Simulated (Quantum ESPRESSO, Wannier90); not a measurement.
# InGaAs₂ (P-4m2): Wannier90 run

Structure: Materials Project mp-1223781, symmetrised, not relaxed again. Not found in the COD (Crystallography Open Database) copy used; not checked further. Level: PBEsol, spinors with spin-orbit coupling; pw.x of Quantum ESPRESSO at 68 Ry with PseudoDojo potentials, 4×4×4 k-points, Wannier90. Density: 8×8×6 mesh, cold smearing 0.01 Ry. With spin-orbit coupling a semilocal functional can close or falsely invert a small gap; the band order was not checked against a better method. The gap is small at this level and was sampled on the meshes and a path alone.

```
begin unit_cell_cart
ang
    4.2250000000    0.0000000000    0.0000000000
    0.0000000000    4.2250000000    0.0000000000
    0.0000000000    0.0000000000    5.9621500000
end unit_cell_cart
mp_grid = 4 4 4
```

Neighbour vectors b of the finite-difference formula (Å⁻¹), by shell:

| shell | b_x | b_y | b_z |
|---|---|---|---|
| 1 | 0.00000 | 0.00000 | 0.26346 |
| 1 | 0.00000 | 0.00000 | -0.26346 |
| 2 | 0.00000 | 0.37179 | 0.00000 |
| 2 | 0.37179 | 0.00000 | 0.00000 |
| 2 | 0.00000 | -0.37179 | 0.00000 |
| 2 | -0.37179 | 0.00000 | 0.00000 |

Problem. Find the weights w_b from the completeness condition Σ_b w_b b_α b_β = δ_αβ.

Solution. Shell 1: Σ b_x² = 0.000, Σ b_y² = 0.000, Σ b_z² = 0.139 Å⁻²
Shell 2: Σ b_x² = 0.276, Σ b_y² = 0.276, Σ b_z² = 0.000 Å⁻²
Each of the three diagonal sums, weighted, has to give 1 and the off-diagonal ones 0, which holds for w_1 = 7.20 Å², w_2 = 3.62 Å². Check on xx: 7.20×0.000 + 3.62×0.276 = 1.00.

On this mesh the 12 functions of bands 45-56 (bands 45-56; start: atomic waves As 4p, conv_tol = 1.0e-6) end with spreads 3.6449, 4.0744, 4.0741, 3.6448, 3.8977, 3.8978, 3.6449, 4.0744, 4.0741, 3.6448, 3.8977, 3.8978 Å², Ω_I = 41.3829 Å² and Ω_D = 0.0647 Å².

Ω_total is the sum of the spreads, 46.467 Å². Ω_OD = Ω_total − Ω_I − Ω_D = 5.020 Å². Only (Ω_D + Ω_OD)/Ω_total = 10.9 % depends on the gauge, and another start could lower the total by that share at most. The rms radius is √(Ω_total/12) = 1.97 Å.
